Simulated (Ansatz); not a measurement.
Starting structure of a cell relaxation (symmetry kept):

```cif
data_structure
_symmetry_space_group_name_H-M 'P 1'
_symmetry_Int_Tables_number 1
_cell_length_a 3.6045
_cell_length_b 3.6045
_cell_length_c 3.6045
_cell_angle_alpha 90.000
_cell_angle_beta 90.000
_cell_angle_gamma 90.000
_cell_volume 46.83
loop_
_atom_site_label
_atom_site_type_symbol
_atom_site_fract_x
_atom_site_fract_y
_atom_site_fract_z
_atom_site_occupancy
Y1 Y 0.50000 0.50000 0.50000 1
Au1 Au 0.00000 0.00000 0.00000 1
```

These are results of DFT PBEsol, scalar-relativistic, plane waves, PAW in Ansatz, not measurements.

Settings: cutoff 420 eV, Γ-centred mesh 12×12×12 on the computed 2-atom cell, Gaussian smearing of 0.10 eV; no spin polarisation.

Question: What does it relax to?

Answer: The volume goes down by 1.06 Å³/atom to 22.35 Å³/atom, and the energy falls by 13.9 meV/atom. Final structure:
```
CELL_PARAMETERS angstrom
3.54917 0.00000 0.00000
0.00000 3.54917 0.00000
0.00000 0.00000 3.54917
ATOMIC_POSITIONS crystal
Y 0.50000 0.50000 0.50000
Au 0.00000 0.00000 0.00000
```

Course of the relaxation (steps run on the plane waves of an earlier cell, and the basis is chosen afresh near the end, so energy and pressure can step there; trial steps that raised the energy were taken back; energies are free energies):

```tsv
step	E − E_final (meV/atom)	P (GPa)	V (Å³/atom)
1	13.9	-4.04	23.42
2	14.8	4.98	21.35
3	0.0	-0.35	22.44
4	-0.1	0.03	22.35
5	0.0	0.03	22.35
```

Spin–orbit coupling is left out, which can shift energies with elements as heavy as these.

Cost: 1 run of about 0.7 core-minutes, on Intel Xeon Processor @ 2.50GHz (Skylake/Cascade Lake) (shared hosts).